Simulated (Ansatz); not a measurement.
Zr (hcp, Mg type)

```
CELL_PARAMETERS angstrom
      3.18422     0.00000     0.00000
     -1.59211     2.75761     0.00000
      0.00000     0.00000     5.11671
ATOMIC_POSITIONS crystal
  Zr 0.33333 0.66667 0.75000
  Zr 0.66667 0.33333 0.25000
```

In each cell atom 1 (Zr, nearest neighbour Zr at 3.150 Å; its periodic images, 3.2 Å or more away, move with it) moves by s·(0.505, -0.292, -0.812) (towards the nearest neighbour), the rest being held.

Computed with PBEsol (plane waves to 420 eV, PAW, scalar-relativistic; Ansatz, a program for electronic structure). k mesh 14×14×8 (Γ-centred), Fermi-Dirac smearing 0.05 eV. The energy includes the smearing's −TS. Left out: 1 of 11 points, with atoms too close for the PAW data. With partly filled bands, energies and forces of such displacements shift with the k mesh and the smearing. Zr is run without spin polarisation. Zr was relaxed with its symmetry unable to fall. ΔE is measured from the undisplaced structure. The last digit holds for this mesh only.

```csv
s (Å),ΔE (meV/cell)
-0.630,829.1
-0.504,504.5
-0.378,269.3
-0.252,112.3
-0.126,25.7
0.000,0.0
0.126,25.7
0.252,112.1
0.378,269.4
0.504,506.7
```

### Question
What force constant k = d²E/ds² at s = 0 does the table give?

### Answer
3.1 eV/Å². It is the second difference of the nearest points, corrected with the next pair.

### Question
With k = 3.24 eV/Å² from the forces, is the well harmonic out to s = 0.504 Å?

### Answer
½ks² = 412 meV/cell against the computed 507 meV/cell, so the well is stiffer than harmonic there.

(A displaced cell: forces are minus the slopes of the energy, force constants its curvatures, and phonons follow from these.)
